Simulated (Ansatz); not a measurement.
Formation energies in the Pt–Sc system, lowest calculated structure of each composition. Level of theory: PBEsol (plane waves to 420 eV, PAW, scalar-relativistic; Ansatz, an electronic-structure program). Element references, the lowest calculated here: Pt (Fm-3m), Sc (P6₃/mmc).

```
phase  x(Sc)  space group  E_f (eV/atom)  above hull (eV/atom)
-----  -----  -----------  -------------  --------------------
Pt     0.000        Fm-3m           0.00                  0.00
ScPt3  0.250        Pm-3m          -1.06                  0.00
ScPt   0.500        Pm-3m          -1.21                  0.00
Sc     1.000      P6₃/mmc           0.00                  0.00
```

On the hull: ScPt3, ScPt.

Q: Work out the energy of ScPt3 against the hull of the other phases.

A: At x(Sc) = 0.250 the tie line joins Pt and ScPt; the lever rule gives atom fractions 0.50 and 0.50. The mixture has E_f = 0.50 × (0.00) + 0.50 × (-1.21) = -0.60 eV/atom, and ScPt3 has -1.06. So ScPt3 → 2 Pt + ScPt costs 0.46 eV/atom: ScPt3 is stable against it.

This is the hull of the energies calculated here, no anion corrections; phases that were not calculated are missing from it. Values are rounded to 0.01 eV/atom. Spin-orbit coupling is missing from these energies, which matters for elements this heavy. The compounds carry no spin polarisation.
